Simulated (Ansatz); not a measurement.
**TiPd under pressure**

Level of theory: DFT LDA, scalar-relativistic, plane waves, PAW in Ansatz. Cutoff 420 eV, 14×14×14 k-points (Γ-centred), Fermi-Dirac smearing of 0.15 eV. No spin polarisation. Phonons by linear response, acoustic sum rule imposed.

Equilibrium structure at this level:
```
Ti Pd
1.0
     3.10453    0.00000    0.00000
     0.00000    3.10453    0.00000
     0.00000    0.00000    3.10453
Ti Pd
1 1
Direct
  0.50000 0.50000 0.50000
  0.00000 0.00000 0.00000
```

In a metal, frequencies and elastic constants depend on the k mesh and the smearing, soft modes and shear constants most.

Optical modes at Γ (cm⁻¹) at zero pressure: 173.

Task: Under hydrostatic pressure the same modes lie at 229 cm⁻¹. What is the pressure, and how much has the cell shrunk?

Result: 25 GPa; the volume is 10.3 % smaller.